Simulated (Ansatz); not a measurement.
Theory: DFT PBE, scalar-relativistic, plane waves, PAW (Ansatz 0.2.0). All cells share a 420 eV cutoff and Γ-centred k meshes spaced about 0.3 Å⁻¹ or finer (0.25 for metals, 2π included). No spin polarisation.

Relaxed structures of MoH₃, with energies over the first row. Coordination counts H atoms around Mo (those within 1.25 times the shortest such distance or 1.15 times the sum of covalent radii, 1.27 where that leaves under three).

| # | form | sites | V (Å³/atom) | coordination | ΔE (meV/atom) |
| --- | --- | --- | --- | --- | --- |
| 1 | P-6m2 | H 2h, 1a; Mo 1b | 7.0 | Mo 8 | 0 |
| 2 | Cmmm | H 4i, 2c; Mo 2a | 6.5 | Mo 10 | 132 |

A further structure, relaxed alike:

```
H Mo
1.0
     4.71600    0.00000    0.00000
    -2.35800    4.08417    0.00000
     0.00000    0.00000    2.84584
H Mo
6 2
Direct
  0.28461 0.00000 0.00000
  0.00000 0.28461 0.00000
  0.71539 0.71539 0.00000
  0.71539 0.00000 0.50000
  0.00000 0.71539 0.50000
  0.28461 0.28461 0.50000
  0.33333 0.66667 0.25000
  0.66667 0.33333 0.75000
```

Question: Where does it fall in the ranking, and at what energy?

Answer: It falls between rows 1 and 2, 47 meV/atom above row 1, with space group P6_322 (No. 182) and 6.9 Å³/atom. Counting H atoms around Mo, this cell has Mo 6 and row 1 has Mo 8. H has 2 Mo at 1.84 Å and 4 H at 1.96 Å; Mo has 6 H at 1.84 Å.

Even the lowest cell shown lies +0.27 eV/atom against the elements' standard structures at this level. With hydrogen, zero-point motion can shift such differences by 10 meV/atom or more. Trial moments fell under 0.15 μB along the way in P-6m2, P6_322 and Cmmm; another start might hold them. With atoms moved at random, the further cell (by 108 meV/atom) fell into a lower structure. Row 1 and row 2 had no clear such test and can be saddle points. Some structure types and database cells were kept out of the candidates from the start, so a known form may be missing.
